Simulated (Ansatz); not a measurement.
AlNi (CsCl type, Pm-3m) under volume change, PBE in the plane-wave PAW code Ansatz, scaled uniformly.

```tsv
V (Å³/atom)	E − E(relaxed) (meV/atom)	P (GPa)
11.015	57.6	18.42
11.378	(withheld)	(withheld)
11.741	5.7	5.18
12.104	0.0	0.00
12.467	(withheld)	(withheld)
12.831	19.5	-8.17
13.194	41.7	-11.36
```

Q: What belongs in the gaps?

A: 
- 12.467, E − E(relaxed) (meV/atom): 5.1
- 12.467, P (GPa): -4.41
- 11.378, E − E(relaxed) (meV/atom): 24.2
- 11.378, P (GPa): 11.26

Q: What does a third-order Birch–Murnaghan fit give for V₀, B₀ and B′?

A: V₀ = 12.10 Å³/atom, B₀ = 159 GPa, B′ = 4.3.

The PBE relaxation kept the symmetry of its start. The run is not spin-polarised.

Potentials: the earlier of the program's two PAW sets.
